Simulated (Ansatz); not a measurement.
Calculated electric field gradients for MoS₂

The cell is a computed structure from the Materials Project (it need not be an observed phase), taken as it stands.

```cif
data_structure
_symmetry_space_group_name_H-M 'P 1'
_symmetry_Int_Tables_number 1
_cell_length_a 3.1854
_cell_length_b 3.1854
_cell_length_c 13.1784
_cell_angle_alpha 90.000
_cell_angle_beta 90.000
_cell_angle_gamma 120.000
_cell_volume 115.81
loop_
_atom_site_label
_atom_site_type_symbol
_atom_site_fract_x
_atom_site_fract_y
_atom_site_fract_z
_atom_site_occupancy
Mo1 Mo 0.00000 0.00000 0.25000 1
Mo2 Mo 0.00000 0.00000 0.75000 1
S3 S 0.33333 0.66667 0.36774 1
S4 S 0.66667 0.33333 0.63226 1
S5 S 0.66667 0.33333 0.86774 1
S6 S 0.33333 0.66667 0.13226 1
```

Atoms are numbered from 1 in the order listed; like atoms form one site, named after its first atom.

All values are calculated (Ansatz; DFT, PBE, plane waves and PAW, scalar-relativistic, collinear spin, 420 eV cutoff, Γ-centred 11×11×3 k-points, Fermi–Dirac smearing 0.02 eV), not measured. Start moments as typed (μB): 2 on each Mo, none on the rest.

C_Q = eQV_zz/h, which is 24.18 MHz for Q = 1 b and V_zz = 10²¹ V/m²; η = (V_xx − V_yy)/V_zz.

⁹⁵Mo: I = 5/2, Q = -22.00 mb; S-33: I = 3/2, Q = -69.40 mb. Q values from Pyykkö, Mol. Phys. 116, 1328 (2018).

**Question.** Give the quadrupolar parameters of the distinct sites.

**Answer.** 

```json
{"site": "Mo", "atoms (order as listed)": "1, 2", "first shell": "6 S at 2.41 Å", "V_zz (10²¹ V/m²)": "-7.87", "η": "0.00", "C_Q (MHz)": "4.18"}
{"site": "S", "atoms (order as listed)": "3, 4, 5, 6", "first shell": "3 Mo at 2.41 Å", "V_zz (10²¹ V/m²)": "-5.74", "η": "0.00", "C_Q (MHz)": "9.63"}
```

An axis of threefold or higher order runs through Mo and S, so V_zz lies along it and η is zero.

Without spin–orbit coupling (the program notes it for Mo) the gradients are little affected as a rule: paired runs on crystals with a gap mostly move them by under 2 % at such atoms. The start moments die out, and the run ends without spin.
